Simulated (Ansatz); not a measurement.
# How far is PAW off for Mg?

```
Mg
1.0
     3.20927    0.00000    0.00000
    -1.60464    2.77931    0.00000
     0.00000    0.00000    5.21033
Mg
2
Cartesian
  0.0000 1.8529 1.3026
  1.6046 0.9264 3.9077
```

Atom numbers follow the list: Mg1, Mg2.

The conventional cell has a = 3.209 Å, b = 3.209 Å, c = 5.210 Å, α = 90.00°, β = 90.00°, γ = 120.00°. Mg (atom 1) is surrounded by 12 Mg at 3.20 to 3.21 Å.

The cell is COD entry 9008506, as deposited and not checked against the literature; nothing was relaxed.

Levels of theory: DFT, PBEsol, PAW with Ansatz's default frozen-core files, scalar-relativistic (Ansatz 0.2.0); DFT, PBEsol, all-electron LAPW, scalar-relativistic (Ansatz 0.2.0).

For PAW: a Γ-centred 12×12×7 k mesh, Fermi–Dirac smearing of 0.08 eV, cutoff 420 eV, no spin polarisation; the PAW files were made with PBE, and the program remakes their frozen cores for this functional. LAPW targets a basis error of 0.5 meV/atom. The Ansatz runs share mesh, smearing and spin set-up. Plane-wave (PAW) pressures include the program's estimate of the Pulay term.

Stress and pressure are positive in compression.

Levels count from the Fermi level.

PAW results:

```tsv
quantity	PAW
pressure (GPa)	-1.12
stress xx (GPa)	-0.86
stress zz (GPa)	-1.63
highest filled level at A (eV)	-5.454
lowest empty level at A (eV)	5.033
highest filled level at Γ (eV)	-1.201
lowest empty level at Γ (eV)	10.905
highest filled level at L (eV)	-0.409
```

**Question.** What does full-potential LAPW give for the same quantities?

**Answer.** 
```tsv
quantity	LAPW
pressure (GPa)	-1.14
stress xx (GPa)	-0.88
stress zz (GPa)	-1.65
highest filled level at A (eV)	-5.454
lowest empty level at A (eV)	5.031
highest filled level at Γ (eV)	-1.200
lowest empty level at Γ (eV)	10.894
highest filled level at L (eV)	-0.408
```
